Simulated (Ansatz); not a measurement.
CaGe2Au2:
```yaml
crystal:
  lattice:
    - [-2.22305, 2.22305, 5.17279]
    - [2.22305, -2.22305, 5.17279]
    - [2.22305, 2.22305, -5.17279]
  atoms:
    - { symbol: Ca, position: [0.00000, 0.00000, 0.00000] }
    - { symbol: Au, position: [0.75000, 0.25000, 0.50000] }
    - { symbol: Au, position: [0.25000, 0.75000, 0.50000] }
    - { symbol: Ge, position: [0.38239, 0.38239, 0.00000] }
    - { symbol: Ge, position: [0.61761, 0.61761, 0.00000] }
```

Relaxed with r²SCAN. Special points in fractions of this cell's reciprocal vectors: Γ (0.000, 0.000, 0.000); X (0.000, 0.000, 0.500); P (0.250, 0.250, 0.250); N (0.000, 0.500, 0.000); M (0.500, 0.500, -0.500); S (0.296, 0.704, -0.296); S0 (-0.296, 0.296, 0.296); R (-0.092, 0.092, 0.500); G (0.500, 0.500, -0.092).

List the band energies nearest the Fermi level at these points for the program Ansatz at the r²SCAN level (PAW).

In eV from the Fermi level; about four levels below and three above (degenerate sets whole), none deeper than 8.9 eV; points with the same levels are listed once.

```
k                    below           above
-  -----------------------  --------------
Γ  -3.80 -3.32 -1.39 -1.39  0.83 0.83 0.87
X  -2.75 -2.71 -2.46 -1.02  2.42 3.29 3.68
P  -2.71 -2.71 -1.84 -1.84  1.84 3.92 4.31
N  -4.97 -4.31 -2.63 -0.51  0.73 1.46 1.87
M  -4.17 -3.32 -2.08 -2.08  0.12 0.22 1.24
S  -4.66 -0.92 -0.82 -0.73  2.03 2.28 2.45
R  -2.69 -2.20 -2.05 -0.71  2.46 3.28 3.95
```

Space group I4/mmm. The workflow started from an entry of the Crystallography Open Database (COD). Its standing as an ambient phase is unchecked. The cell was relaxed with r²SCAN under the symmetry of its start; its stability against distortions is not shown here. Spin–orbit coupling is left out wherever it is not named.

Potentials: the later of the program's two PAW sets.
